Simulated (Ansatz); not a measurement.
Sensitivity of the gradients in Ba₂Cd₃P₄H₂O₁₆ to the input

Cell: a measured structure from the Crystallography Open Database (COD), ions relaxed with PBE at fixed cell.

Space group P2_1/c (No. 14); a = 8.0920, b = 9.1506, c = 9.8208 Å, β = 100.87°.

```csv
site,Wyckoff,site symmetry,x,y,z
Ba,4e,1,0.0777,0.0203,0.2333
Cd5,2d,-1,0.5000,0.0000,0.5000
Cd7,4e,1,0.6077,0.1392,0.1078
H,4e,1,0.1080,0.1659,0.5817
P15,4e,1,0.3605,0.2977,0.2721
P19,4e,1,0.8566,0.2161,0.4478
O23,4e,1,0.3889,0.1343,0.3100
O27,4e,1,0.1678,0.3264,0.2295
O31,4e,1,0.4354,0.3996,0.3946
O35,4e,1,0.4448,0.3252,0.1448
O39,4e,1,0.8506,0.3777,0.4959
O43,4e,1,0.0478,0.1629,0.4778
O47,4e,1,0.7526,0.1220,0.5301
O51,4e,1,0.8116,0.2019,0.2894
```

One atom of each set is listed.

Reference run. Level of theory: DFT, PBE, plane waves and PAW, scalar-relativistic, 420 eV cutoff, Γ-centred 3×3×3 k-points, Fermi–Dirac smearing 0.02 eV (Ansatz 0.2.0).

Task: The input is changed as follows: `hamiltonian.dispersion`: not typed → d3bjatm; `kpoints.mp_grid.grid`: [3, 3, 3] → [1, 1, 1]. What happens to V_zz (10²¹ V/m²) and η?

Result: 

| site | V_zz reference | η reference | V_zz changed | η changed |
| --- | --- | --- | --- | --- |
| Ba | -5.16 | 0.90 | -5.11 | 0.93 |
| Cd5 | 3.47 | 0.70 | 3.53 | 0.70 |
| Cd7 | 8.35 | 0.75 | 8.35 | 0.76 |
| H | 1.71 | 0.13 | 1.71 | 0.13 |
| P19 | 2.67 | 0.18 | 2.66 | 0.18 |
| O23 | 8.83 | 0.20 | 8.72 | 0.21 |
| O27 | 8.48 | 0.13 | 8.46 | 0.15 |
| O31 | 8.87 | 0.89 | 8.87 | 0.90 |
| O35 | 9.11 | 0.74 | 9.13 | 0.74 |
| O39 | 7.84 | 0.30 | 7.79 | 0.30 |
| O47 | 8.73 | 0.25 | 8.73 | 0.25 |
| O51 | 9.07 | 0.17 | 9.10 | 0.16 |

The largest change of V_zz is on O23, from 8.83 to 8.72. The whole tensor moves most on Ba, by 0.25 along its most changed direction. In per cent, |V_zz| changes by -1 on Ba, 0 to +2 on Cd, 0 on H, 0 on P, -1 to 0 on O (all sites that start above 0.5). The table leaves out 2 of the 14 sites, with |V_zz| up to 10.34; their tensors move by 0.05 at most along any direction. The statements above cover all sites. The dispersion term itself leaves the density as it is. In the changed run the k-mesh is coarser than the standard one, so its values aren't converged ones.

On the reference run: Without spin–orbit coupling (the program notes it for Ba and Cd) the gradients are little affected as a rule: paired runs on crystals with a gap mostly move them by under 2 % at such atoms. The entry's hydrogen positions were far off; the other atoms hardly move on relaxation.
